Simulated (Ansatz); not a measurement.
Space group I4/mmm (No. 139). a = 4.292 Å, b = 4.292 Å, c = 10.767 Å, α = 90.00°, β = 90.00°, γ = 90.00°
| atom | site | symmetry | x | y | z |
| --- | --- | --- | --- | --- | --- |
| Ca | 2a | 4/mmm | 0.0000 | 0.0000 | 0.0000 |
| Ag | 4d | -4m2 | 0.0000 | 0.5000 | 0.2500 |
| Ge | 4e | 4mm | 0.0000 | 0.0000 | 0.3884 |

Equation of state of this CaAg2Ge2 structure (not necessarily the ground state), with shape and atoms relaxed at each volume where symmetry leaves them free. It has no gap at any of these volumes. Theory: DFT PBEsol, scalar-relativistic, plane waves, PAW (Ansatz).

Settings: cutoff 420 eV, Γ-centred mesh 12×12×12 on the computed 5-atom cell, Gaussian smearing of 0.10 eV; no spin polarisation.

| V (Å³/atom) | E − E(largest V) (meV/atom) | P (GPa) |
| --- | --- | --- |
| 17.456 | 48.29 | 13.28 |
| 18.051 | 7.04 | 9.05 |
| 18.646 | -19.84 | 5.50 |
| 19.241 | -34.61 | 2.52 |
| 19.836 | -39.18 | 0.00 |
| 20.431 | -35.17 | -2.09 |
| 21.026 | -24.01 | -3.85 |
| 21.820 | 0.00 | -5.75 |

Task: Fit a third-order Birch–Murnaghan equation to E(V).

Result: V0 = 19.84 Å³/atom, B0 = 76 GPa, B0' = 4.8.